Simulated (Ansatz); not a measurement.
HfO₂:
```yaml
crystal:
  lattice:
    - [4.83816, 0.00000, 0.00000]
    - [0.00000, 4.83816, 0.00000]
    - [0.00000, 0.00000, 3.22031]
  atoms:
    - { symbol: Hf, position: [0.00000, 0.00000, 0.00000] }
    - { symbol: Hf, position: [0.50000, 0.50000, 0.50000] }
    - { symbol: O, position: [0.19492, 0.80508, 0.50000] }
    - { symbol: O, position: [0.80508, 0.19492, 0.50000] }
    - { symbol: O, position: [0.69492, 0.69492, 0.00000] }
    - { symbol: O, position: [0.30508, 0.30508, 0.00000] }
```

Relaxed with r²SCAN. Independent-particle spectrum: no excitons, no local fields, no scissors shift; 0.1 eV broadening; ε₁ of the summed bands alone.

**Question.** Tabulate the dielectric function from plane-wave PAW r²SCAN (Ansatz code).

**Answer.** 

```tsv
E (eV)	ε₁ xx	ε₂ xx	ε₁ zz	ε₂ zz
0.0	4.04	0.00	4.55	0.00
0.3	4.05	0.00	4.56	0.00
0.6	4.06	0.00	4.57	0.00
0.9	4.08	0.00	4.59	0.00
1.2	4.10	0.00	4.63	0.00
1.5	4.14	0.00	4.67	0.00
1.8	4.18	0.00	4.72	0.00
2.1	4.24	0.00	4.79	0.00
2.4	4.31	0.00	4.87	0.00
2.7	4.39	0.00	4.97	0.00
3.0	4.49	0.00	5.09	0.00
3.3	4.61	0.00	5.24	0.00
3.6	4.75	0.00	5.42	0.00
3.9	4.94	0.00	5.64	0.00
4.2	5.18	0.00	5.92	0.00
4.5	5.49	0.00	6.30	0.00
4.8	5.96	0.01	6.85	0.00
5.1	6.68	0.10	7.72	0.01
5.4	8.06	0.33	9.56	0.46
5.7	9.81	5.59	12.20	5.57
6.0	6.35	4.09	7.21	5.44
6.3	6.54	5.24	8.31	6.60
6.6	4.59	5.64	5.97	8.33
6.9	4.11	5.01	3.34	7.23
7.2	3.54	5.41	2.02	6.65
7.5	3.03	5.12	1.73	5.15
7.8	2.34	5.10	1.75	4.20
8.1	1.23	3.94	2.15	3.95
8.4	2.00	3.25	2.34	3.50
8.7	2.32	3.60	2.31	4.49
9.0	2.22	3.28	2.28	3.25
9.3	2.68	3.64	2.82	2.97
9.6	1.97	4.07	3.64	2.92
9.9	1.70	3.83	5.05	3.59
10.2	1.19	3.57	5.12	6.25
10.5	1.68	2.93	2.09	8.62
10.8	2.08	3.46	-0.77	6.05
11.1	1.61	3.88	0.68	5.00
11.4	1.38	4.04	-0.49	5.00
11.7	0.39	4.05	0.80	4.37
12.0	0.45	3.25	-0.91	4.36
```

**Question.** From ε at 5.5 eV (xx: 9.09 + 0.64i), find n, k, the normal reflectivity and the absorption coefficient.

**Answer.** n = 3.02, k = 0.106, R = 25 %, α = 2kE/ħc = 59000 cm⁻¹.

With all bands, ε∞ without local fields is 4.26 (xx = yy), 4.74 (zz).

Space group P4_2/mnm (rutile). The workflow started from a Materials Project entry (that database holds measured and hypothetical structures alike); the Crystallography Open Database copy checked does not list it. It is not the phase usual at ambient conditions (space group No. 14, 29). Symmetry was held in the r²SCAN relaxation; its stability against distortions is not shown here. No spin polarisation was allowed. Scalar-relativistic: spin–orbit coupling is off unless named, which matters more the heavier the elements.

Potentials: the later of the program's two PAW sets.
